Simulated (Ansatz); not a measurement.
Relaxed-ion elastic tensor of Sc₂Al in space group P6_3/mmc (No. 194; Sc on 2a, Sc on 2d, Al on 2c) in GPa (Voigt order), plane-wave PAW LDA (Ansatz code); density 3.25 g/cm³, 19.93 Å³ per atom.

```
 150  65.6  31.3   0.0   0.0   0.0
65.6   150  31.3   0.0   0.0   0.0
31.3  31.3   151   0.0   0.0   0.0
 0.0   0.0   0.0  51.4   0.0   0.0
 0.0   0.0   0.0   0.0  51.4   0.0
 0.0   0.0   0.0   0.0   0.0  42.1
```

Task: Is the crystal mechanically stable?

Result: Yes: the smallest eigenvalue of C is 42.1 GPa.

Task: Work out the Voigt, Reuss and Hill averages.

Result: K_V = 78.6, K_R = 78.0, K_H = 78.3; G_V = 50.5, G_R = 49.1, G_H = 49.8 GPa.

Task: Give Young's modulus, Poisson's ratio, Pugh's ratio and the universal anisotropy index.

Result: E = 9KG/(3K + G) = 123 GPa; ν = 0.24; K/G = 1.57 (brittle by the Pugh limit of 1.75); A_U = 5G_V/G_R + K_V/K_R − 6 = 0.15.

Task: Estimate the sound speeds and the Debye temperature.

Result: v_l = √((K + 4G/3)/ρ) = 6670 m/s, v_t = √(G/ρ) = 3920 m/s, mean 4340 m/s; Θ = (h/k)(3n/4πV)^(1/3) v_m = 477 K.

Task: Solve the Christoffel equation for the three sound speeds along x, y, z.

Result: Eigenvalues of C_ijkl n_j n_l equal ρv². In km/s, slowest first: x 3.60, 3.98, 6.79; y 3.60, 3.98, 6.79; z 3.98, 3.98, 6.83.

Task: How much does each axis shrink under pressure?

Result: Linear compressibilities β_i = Σ_j S_ij (j = 1 to 3): x 3.9, y 3.9, z 5.0 per TPa.

The workflow started from a Materials Project entry (that database holds measured and hypothetical structures alike); the Crystallography Open Database copy checked does not list it. Its standing as an ambient phase is unchecked. The cell was relaxed with LDA under the symmetry of its start; its stability against distortions is not shown here. The run is not spin-polarised. As this level gives no gap, shear constants depend on the k-mesh and smearing (Fermi–Dirac, 0.1 eV here).

Potentials: the later of the program's two PAW sets.
